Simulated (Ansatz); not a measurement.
HgS:
```
CELL_PARAMETERS angstrom
      0.00000     2.99571     2.99571
      2.99571     0.00000     2.99571
      2.99571     2.99571     0.00000
ATOMIC_POSITIONS crystal
  Hg 0.00000 0.00000 0.00000
  S  0.75000 0.75000 0.75000
```

Relaxed with PBE. Special points in fractions of this cell's reciprocal vectors: Γ (0.000, 0.000, 0.000); X (0.500, 0.000, 0.500); U (0.625, 0.250, 0.625); K (0.375, 0.375, 0.750); L (0.500, 0.500, 0.500); W (0.500, 0.250, 0.750).

**Question.** List the band energies nearest the Fermi level at these points for PBE (plane waves, PAW; program Ansatz).

**Answer.** In eV from the Fermi level; about four levels below and three above (degenerate sets whole), none deeper than 8.9 eV; … stands for higher levels left out; points with the same levels are listed once.

| k | below | above |
|---|---|---|
| Γ | -0.56 -0.02 -0.02 -0.02 | … |
| X | -5.55 -4.56 -2.06 -2.06 | 3.11 3.56 8.38 |
| U | -5.37 -4.75 -2.56 -1.67 | 3.20 4.73 8.03 |
| L | -5.58 -5.04 -0.87 -0.87 | 1.55 6.75 … |
| W | -5.28 -4.79 -2.46 -2.10 | 3.59 5.34 6.67 |

Space group F-43m (zinc blende). Symmetry was held in the PBE relaxation. The Fermi level of a semimetal is unsure by some 0.05 eV on such meshes. Spin–orbit coupling is left out wherever it is not named.

Potentials: the later of the program's two PAW sets.
